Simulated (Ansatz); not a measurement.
Si:
```
CELL_PARAMETERS angstrom
      0.00000     2.72198     2.72198
      2.72198     0.00000     2.72198
      2.72198     2.72198     0.00000
ATOMIC_POSITIONS crystal
  Si 0.75000 0.75000 0.75000
  Si 0.50000 0.50000 0.50000
```

Relaxed with r²SCAN.

### Question
List the phonon frequencies at the special points (DFPT on a 4×4×4 q-mesh, Fourier-interpolated; r²SCAN in the plane-wave PAW code Ansatz).

### Answer
In cm⁻¹.

```json
[
 {"q": "Γ", "frequencies": "0 0 0 519 519 519"},
 {"q": "X", "frequencies": "156 156 417 417 461 461"},
 {"q": "U", "frequencies": "165 220 366 376 461 481"},
 {"q": "K", "frequencies": "165 220 366 376 461 481"},
 {"q": "L", "frequencies": "117 117 385 414 492 492"},
 {"q": "W", "frequencies": "214 214 358 358 468 468"}
]
```

Space group Fd-3m (diamond). The cell was relaxed with r²SCAN under the symmetry of its start; phonons on a q-mesh show no instability.

Potentials: the earlier of the program's two PAW sets.
